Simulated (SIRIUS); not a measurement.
Worked example: self-consistent single point of a model cell of Mo (Pm-3n, 8 atoms in the cell; prototype structure) in SIRIUS.

Computed with PBE, PseudoDojo 0.5 standard norm-conserving PBE (tails mended) pseudopotentials (plane waves; SIRIUS 7.12.0).

```xyz
8
Lattice="5.0480 0.0000 0.0000 0.0000 5.0480 0.0000 0.0000 0.0000 5.0480" Properties=species:S:1:pos:R:3 pbc="T T T"
Mo     1.2620     0.0000     2.5240
Mo     3.7860     0.0000     2.5240
Mo     0.0000     2.5240     1.2620
Mo     0.0000     2.5240     3.7860
Mo     2.5240     1.2620     0.0000
Mo     2.5240     3.7860     0.0000
Mo     0.0000     0.0000     0.0000
Mo     2.5240     2.5240     2.5240
```

Reference input (self-consistent single point, DFT, PBE, plane waves, PseudoDojo 0.5 standard norm-conserving PBE (tails mended) pseudopotentials): parameters.ngridk = 3 3 3; parameters.xc_functionals = [XC_GGA_X_PBE, XC_GGA_C_PBE]; parameters.gk_cutoff = 8.944 1/bohr; parameters.pw_cutoff = 17.889 1/bohr; parameters.smearing = fermi_dirac; parameters.smearing_width = 0.00499791 Ha; potentials = PseudoDojo 0.5 standard norm-conserving PBE (tails mended) pseudopotentials; parameters.electronic_structure_method = pseudopotential; parameters.num_bands = 67; parameters.num_mag_dims = 0; parameters.num_dft_iter = 100; parameters.energy_tol = 1e-07 Ha. This run's input differs from it in these lines:

```diff
@@ -16,5 +16,5 @@
     "pw_cutoff": 17.889,
-    "ngridk": [3, 3, 3],
+    "ngridk": [1, 1, 1],
     "smearing": "fermi_dirac",
-    "smearing_width": 0.00499791,
+    "smearing_width": 0.0110248,
     "num_bands": 67,
```

The program printed (abridged):

```
[find] density tolerance         : 1e-06
[find] total energy tolerance    : 1e-07
[find] iter_solver_tol (initial) : 0.01
[find] iter_solver_tol (target)  : 1e-13
[find] num_dft_iter              : 100
Charges and magnetic moments
--------------------------------------------------------------------------------
total charge          : 112.000000
[find] | SCF iteration   0 out of 100|
[diagonalize] iterative solver tolerance (occupied, empty): 0.01 0.01
[diagonalize] average number of iterations: 2
[find] Charges and magnetic moments
[find] total charge          : 112.000000
[find] Energy
   [... lines left out ...]
[find] Charges and magnetic moments
[find] total charge          : 112.000000
[find] Energy
[find] smearing (-TS)                 :      -0.07476354
[find] Total energy                   :    -562.29887809 (Ha),   -1124.59775619 (Ry)
[find] Free energy (E-TS)             :    -562.37364164 (Ha),   -1124.74728328 (Ry)
[find] band gap (eV)                  :       0.00000000
[find] Efermi                         :       0.74942646
[find] iteration : 42, RMS (target) : 6.9945e-07 (1.0000e-06) , energy difference (target) : -2.7266e-08 (1.0000e-07)
[find] bands are converged : true
[find] iterative solver converged : true
[find] converged after 43 SCF iterations!
[find] Charges and magnetic moments
[find] total charge          : 112.000000
[find] Energy
[find] smearing (-TS)                 :      -0.07476354
[find] Total energy                   :    -562.29887809 (Ha),   -1124.59775619 (Ry)
[find] Free energy (E-TS)             :    -562.37364164 (Ha),   -1124.74728328 (Ry)
[find] band gap (eV)                  :       0.00000000
[find] Efermi                         :       0.74942646
[ground_state] === stress tensor components [kbar] ===
[ground_state] === stress_total ===
[ground_state]    49.047851    0.000000    0.000000
[ground_state]     0.000000   49.047851   -0.000000
[ground_state]     0.000000   -0.000000   49.047851
[ground_state] ==== total Forces in Ha/bohr =====
[ground_state] atom:    0, force:       0.0000000      0.0000000     -0.0000000
   [... zero for the other atoms too ...]
```

The run converged in 43 iterations. SIRIUS prints the stress tensor with tension positive. Against the reference run the free energy falls by 548 meV/atom and the pressure goes from -0.85 to -4.90 GPa.

Lattice and positions were typed or generated, without prior relaxation. This run is one point of a test of settings, so its values need not be converged; read them against the reference run alone. With one or two k-points the zone of this small cell is coarsely sampled: energies, forces and stress carry that error and can break the symmetry, so a converged loop does not mean converged values.

Cost on one core: around 40 core-seconds (rough).

The gap that the log prints is read on the run's mesh, which can miss the band edges or a crossing.

“Tails mended”: in these copies of the files the far tail of each local potential was reset to the Coulomb form.
